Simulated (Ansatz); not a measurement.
CdTe:
```
CdTe
1.0
    0.00000     3.28204     3.28204
    3.28204     0.00000     3.28204
    3.28204     3.28204     0.00000
Cd Te
1 1
Direct
  0.00000   0.00000   0.00000
  0.75000   0.75000   0.75000
```

Relaxed with HSE06. Special points in fractions of this cell's reciprocal vectors: Γ (0.000, 0.000, 0.000); X (0.500, 0.000, 0.500); U (0.625, 0.250, 0.625); K (0.375, 0.375, 0.750); L (0.500, 0.500, 0.500); W (0.500, 0.250, 0.750).

Task: List the band energies nearest the valence-band maximum at these points for DFT-HSE06 in the program Ansatz with PAW potentials.

Result: In eV from the valence-band maximum; about four levels below and three above (degenerate sets whole), none deeper than 8.9 eV; points with the same levels are listed once.

| k | below | above |
|---|---|---|
| Γ | 0.00 0.00 0.00 | 1.50 5.49 5.49 5.49 |
| X | -8.68 -4.41 -1.87 -1.87 | 3.36 3.45 9.70 |
| U | -8.65 -4.28 -2.56 -1.54 | 3.68 5.33 8.22 |
| L | -8.86 -4.51 -0.77 -0.77 | 2.60 6.06 6.06 |
| W | -8.61 -4.25 -2.35 -2.17 | 5.10 5.43 6.46 |

Space group F-43m (zinc blende). The HSE06 relaxation kept the symmetry of its start. The hybrid was solved on a coarse mesh, the path and, where they were found, the r²SCAN edge points; its band edges are the extreme levels among these. Spin–orbit coupling is left out wherever it is not named.

Potentials: the earlier of the program's two PAW sets. The files were generated under PBE; for other functionals the program regenerates the frozen cores, and for LDA and PBEsol the local potential too.
